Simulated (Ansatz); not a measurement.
An Ansatz (a program for electronic structure) run. Input:

Ansatz 0.2 input:
```yaml
crystal:
  lattice:
    - [3.5824764812, 0.0, 0.0]
    - [0.0, 4.789217177, 0.0]
    - [0.0, 0.0, 5.7531355535]
  atoms:
    - { symbol: Co, position: [0.0, 0.2863193729, 0.9990049878] }
    - { symbol: Co, position: [0.5, 0.7136806271, 0.4990049878] }
    - { symbol: Sb, position: [0.0, 0.0345730253, 0.371194519] }
    - { symbol: Sb, position: [0.5, 0.9654269747, 0.871194519] }
    - { symbol: S, position: [0.0, 0.4611719233, 0.6375004932] }
    - { symbol: S, position: [0.5, 0.5388280767, 0.1375004932] }
kpoints:
  mp_grid: { grid: [11, 9, 7] }
basis: { xc_grid: 2 }
hamiltonian:
  xc: pbesol
  pseudopotentials: { kind: paw }
scf:
  occupations: { method: gaussian, width: 0.05 }
checkpoint: { read: metal.run }
output: { bader: true, populations: true }
```

Output (shortened):

```
Pseudopotential: Co, paw, valence charge 17
Pseudopotential: Sb, paw, valence charge 15
Pseudopotential: S, paw, valence charge 6
Functional definition: PBEsol
Crystal: 6 atoms, lattice volume = 98.708 Å³
Basis set: ecut = 420 eV, 1909 PW (Γ), exchange–correlation on 48×72×80 points (8 copies of the dense FFT grid, shifted against one another)
Bands: 46, of which v1, the nominal top of the filled ones, is band 38 counted from 1 (37 counted from 0)
Symmetry: 4 space group operations
Space group: Pmn21 (ITA 31), of the structure as read, at distance tolerance 4.6e-5 Å
k-points: 120 of 693 (time reversal used)
Stability of the state it starts from, as read at its close in the unpolarized treatment …
iter 1 solved again at ethr=2.81e-7 eV; its pass at ethr=3.10e-3 eV (dr2=2.13e-4 eV) is discarded
SCF iter   1: F=—  HF=-24774.665693 eV  |F-HF|=—  |Δ(HF+E_count)|=         —  Δρ=9.08e-7  dr2=5.02e-10  ethr=2.81e-7  ⟨swp⟩=3.0  Hψ=35713  notcnv=0
preconditioner: auto → Kerker (q_TF=auto, 2.612 Å⁻¹)
SCF iter   2: F=—  HF=-24774.665692 eV  |F-HF|=—  |Δ(HF+E_count)|=   1.81e-6  Δρ=3.93e-7  dr2=9.05e-11  ethr=1.00e-12  ⟨swp⟩=7.7  Hψ=23522  notcnv=0
SCF iter   3: F=-24774.665692 eV  HF=-24774.665692 eV  |F-HF|=7.28e-12  |Δ(HF+E_count)|=  7.28e-12  Δρ=2.68e-7  dr2=4.55e-11  ethr=1.00e-12  ⟨swp⟩=1.0  Hψ=11527  notcnv=0
SCF 1 converged in 3 iterations: F = -24774.665692 eV  dr2 = 4.55e-11
SCF converged after 3 iterations
Free energy (F): -24774.665692 eV
Harris-Foulkes:  -24774.665692 eV  (|F-HF|=7.28e-12)
Internal energy: -24774.664810 eV  (E = F + TS)
E sigma→0 (E₀):  -24774.665251 eV
Entropy (-TS):   -0.000882 eV (-0.147 meV/atom)
Fermi energy:    13.693600 eV
--- Per-component energies (eV) ---
  E_band       = -817.867946
  E_kinetic    = 1548.878853
  E_local      = -10609.159314  (includes V_loc(G=0)·N_el)
  E_nonlocal   = 1704.015957
  E_hartree    = 4653.053386
  E_xc         = -787.543302
  E_vxc        = -783.732056  (∫ρ·V_xc dr)
  E_paw        = -13139.419386  (= ΣΔE_a)
  E_vpaw       = -1983.977940  (= ΣTr[D̂ρ^β])
  E_aug_tail   = 0.000120  (compensation charges beyond the density's cutoff)
  E_ewald      = -8145.655574
  E_core_change = 1.164451  (= ΣΔE_core)
  E_smearing   = -0.000882  (= −TS)
  E_closure    =  0.000000  (closes the sum)
  Σ components = -24774.665692   (vs F -24774.665692, Δ=0.00e0)
  [band-id]    e_kinetic+e_local+e_nonlocal+2·e_hartree+e_vxc+e_vpaw+e_augmentation_tail = -817.867609   (vs E_band -817.867946, Δ=3.37e-4)
--- Band table (eV; the first three rows and the last of 120) ---
  k-point 0: bands = ["-81.0202", "-81.0201", "-44.5364", "-44.5360", "-44.4469", "-44.4467", "-44.4327", "-44.4326", "-15.6358", "-15.6275", "-15.5999", "-15.5901", "-15.5658", "-15.5488", "-15.5084", "-15.4975", "-15.4948", "-15.4619", "-1.8161", "0.0522", …
  k-point 1: bands = ["-81.0202", "-81.0201", "-44.5364", "-44.5361", "-44.4469", "-44.4468", "-44.4327", "-44.4326", "-15.6355", "-15.6278", "-15.5977", "-15.5879", "-15.5671", "-15.5508", "-15.5067", "-15.4975", "-15.4951", "-15.4647", "-1.7470", "-0.0792", …
  k-point 2: bands = ["-81.0201", "-81.0201", "-44.5364", "-44.5361", "-44.4469", "-44.4468", "-44.4327", "-44.4326", "-15.6343", "-15.6288", "-15.5919", "-15.5818", "-15.5708", "-15.5563", "-15.5014", "-15.4975", "-15.4958", "-15.4723", "-1.5448", "-0.4129", …
  k-point 119: bands = ["-81.0201", "-81.0201", "-44.5361", "-44.5361", "-44.4466", "-44.4466", "-44.4353", "-44.4353", "-15.6234", "-15.6230", "-15.6034", "-15.6019", "-15.5616", "-15.5607", "-15.4925", "-15.4910", "-15.4666", "-15.4664", "-0.0894", …
--- Löwdin populations: 6 sites ---
  site symbol       q [e]
     0     Co     16.6588
     1     Co     16.6588
     2     Sb     14.7550
     3     Sb     14.7550
     4      S      6.2631
     5      S      6.2631
  spilling = 0.008503 (of n_electrons = 76.000000)
--- Bader charges: 6 sites ---
  site symbol  charge [e]  shift [e]
     0     Co      0.0936     0.0093
     1     Co      0.0936     0.0093
     2     Sb      0.5642     0.0041
     3     Sb      0.5643     0.0041
     4      S     -0.6578     0.0052
     5      S     -0.6578     0.0052
  shift: an alarm, by how much a part of what the PAW files miss would move the charge. Where it is large, compare
  with a run on PAW files of another source; a small one proves nothing
  estimated error of the sums over rays = 5.7e-4 e
```

Cost: around 3.0 core-minutes (rough) on shared cores.

Space group Pmn2_1. The workflow started from an entry of the Crystallography Open Database (COD), which files this formula under 2 space groups. Whether it is the stable phase at ambient conditions was not checked. The cell was relaxed with PBEsol under the symmetry of its start; its stability against distortions is not shown here. No spin polarisation was allowed. Spin–orbit coupling is left out wherever it is not named.

Potentials: the later of the program's two PAW sets.

Ansatz is a plane-wave DFT program.
